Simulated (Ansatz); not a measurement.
Values for one crystal, relaxed and computed with r²SCAN (plane waves, PAW; program Ansatz); other levels are named.

```yaml
volume_per_atom: 11.23 Å³
band_gap: 1.87 eV (indirect)
smallest_direct_gap_on_the_standard_path: 2.06 eV
electron_effective_mass: 0.25, 0.25, 0.28 mₑ (principal values)
valence_band_maximum: at V2 (k = 0.000, 0.500, 0.000 in fractions of the reciprocal vectors)
conduction_band_minimum: at Γ
Formation energy from the elements (no fitted shifts): -1.89 eV/atom
```

Q: Which compound is it?
(A) Ba2CdB2O6, C2/m (Pearson symbol mS22)
(B) MgZn3O4, C2 (Pearson symbol mS64)
(C) VBiO4, I4_1/a (V on 4a, Bi on 4b, O on 16f)
(D) SiO2, Pbcn (Si on 4c, O on 8d)

A: B, MgZn3O4, C2 (Pearson symbol mS64)

The start of the workflow was typed in or built on a structure type; neither database checked (COD, Materials Project) lists it. Its standing as an ambient phase is unchecked. The cell was relaxed with r²SCAN under the symmetry of its start; its stability against distortions is not shown here. The references are the lowest solids computed at this level, not always the standard phases (solids in place of the gases).

Potentials: the later of the program's two PAW sets.
